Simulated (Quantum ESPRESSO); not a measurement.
# Kohn-Sham bands of ZnHgTe₂ (R3m)

```yaml
crystal:
  lattice:
    - [-2.27504, 3.94048, 0.00000]
    - [-4.55008, 0.00000, 0.00000]
    - [-2.27504, 1.31349, 7.41364]
  atoms:
    - { symbol: Zn, position: [0.50043, 0.50043, 0.49871] }
    - { symbol: Hg, position: [0.99905, 0.99905, 0.00284] }
    - { symbol: Te, position: [0.87000, 0.87000, 0.38999] }
    - { symbol: Te, position: [0.38050, 0.38050, 0.85850] }
```

Cell from Materials Project (mp-1215476), symmetrised, no further relaxation. Not found in the COD (Crystallography Open Database) copy used; not checked further. Method: PBEsol plane waves in Quantum ESPRESSO 7.5 (PseudoDojo norm-conserving files, 68 Ry, no spin polarisation, no spin-orbit coupling), Bloch states on a 6×6×6 mesh through Γ, Wannier90 4.0.1. Density: 8×8×8 mesh, cold smearing 0.01 Ry. Spin-orbit coupling is left out although heavy elements are present.

Energies are relative to the Fermi level; weights are on the orthonormalised atomic waves of the pseudopotential files, averaged over the group. 72 electrons a cell are treated as valence.

Problem. Into which isolated groups do the bands fall, where do they lie and what are they made of?

Solution. 
```
bands  from (eV)  to (eV)  filling            weight on atomic waves
-----  ---------  -------  -------  --------------------------------
1        -125.61  -125.61   filled                       Zn 3s 100 %
2        -114.79  -114.79   filled                       Hg 5s 100 %
3–5       -79.89   -79.88   filled                       Zn 3p 100 %
6–8       -63.07   -63.06   filled                       Hg 5p 100 %
9–18      -36.42   -36.34   filled                       Te 4d 100 %
19–20     -11.57   -10.72   filled  Te 5s 85 %, Zn 4s 4 %, Hg 6s 4 %
21–30      -6.94    -6.08   filled            Zn 3d 49 %, Hg 5d 47 %
```

No gap over 0.05 eV opens at the Fermi level at this level of theory; semilocal functionals close the gap of some real semiconductors.
